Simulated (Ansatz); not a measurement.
SrMoO4:
```yaml
crystal:
  lattice:
    - [-2.70563, 2.70563, 5.99234]
    - [2.70563, -2.70563, 5.99234]
    - [2.70563, 2.70563, -5.99234]
  atoms:
    - { symbol: Sr, position: [0.00000, 0.00000, 0.00000] }
    - { symbol: Sr, position: [0.75000, 0.25000, 0.50000] }
    - { symbol: Mo, position: [0.50000, 0.50000, 0.00000] }
    - { symbol: Mo, position: [0.25000, 0.75000, 0.50000] }
    - { symbol: O, position: [0.03056, 0.43219, 0.12582] }
    - { symbol: O, position: [0.18219, 0.55637, 0.90162] }
    - { symbol: O, position: [0.30637, 0.90475, 0.87418] }
    - { symbol: O, position: [0.65475, 0.28056, 0.09838] }
    - { symbol: O, position: [0.71944, 0.81781, 0.37418] }
    - { symbol: O, position: [0.56781, 0.69363, 0.59838] }
    - { symbol: O, position: [0.44363, 0.34525, 0.62582] }
    - { symbol: O, position: [0.09525, 0.96944, 0.40162] }
```

Relaxed with r²SCAN. Independent-particle spectrum: no excitons, no local fields, no scissors shift; 0.1 eV broadening; ε₁ of the summed bands alone.

Tabulate the dielectric function from r²SCAN in the plane-wave PAW code Ansatz.



```tsv
E (eV)	ε₁ xx	ε₂ xx	ε₁ zz	ε₂ zz
0.0	4.19	0.00	3.98	0.00
0.5	4.20	0.00	3.99	0.00
1.0	4.25	0.00	4.04	0.00
1.5	4.33	0.00	4.11	0.00
2.0	4.46	0.00	4.23	0.00
2.5	4.65	0.00	4.40	0.00
3.0	4.94	0.00	4.66	0.00
3.5	5.39	0.00	5.08	0.00
4.0	6.25	0.00	5.88	0.00
4.5	9.13	0.51	8.84	0.52
5.0	7.40	7.03	4.78	6.58
5.5	2.31	4.84	1.92	3.94
6.0	2.03	2.86	2.10	2.42
6.5	4.34	2.32	3.90	1.71
7.0	4.07	2.72	4.39	3.33
7.5	5.43	3.80	3.89	2.95
8.0	4.04	7.23	3.19	5.32
8.5	-0.83	7.53	1.82	4.96
9.0	-1.74	3.78	1.03	4.64
9.5	0.24	2.27	1.52	5.55
10.0	1.00	2.88	-0.63	3.66
10.5	-0.04	3.88	-0.10	2.74
11.0	-1.10	2.31	0.18	2.28
11.5	-0.12	1.94	0.13	2.35
12.0	-0.27	1.86	-0.19	1.94
```

From ε at 4.4 eV (xx: 8.04 + 0.16i), find n, k, the normal reflectivity and the absorption coefficient.

n = 2.84, k = 0.028, R = 23 %, α = 2kE/ħc = 12000 cm⁻¹.

With all bands, ε∞ without local fields is 4.36 (xx = yy), 4.16 (zz).

Space group I4_1/a. The workflow started from a Materials Project entry (that database holds measured and hypothetical structures alike); the Crystallography Open Database files this formula in space group No. 88, but the cells were not matched. Whether it is the stable phase at ambient conditions was not checked. The cell was relaxed with r²SCAN under the symmetry of its start; its stability against distortions is not shown here. No spin polarisation was allowed. No Hubbard U is applied. Scalar-relativistic: spin–orbit coupling is off unless named, which matters more the heavier the elements.

Potentials: the later of the program's two PAW sets.
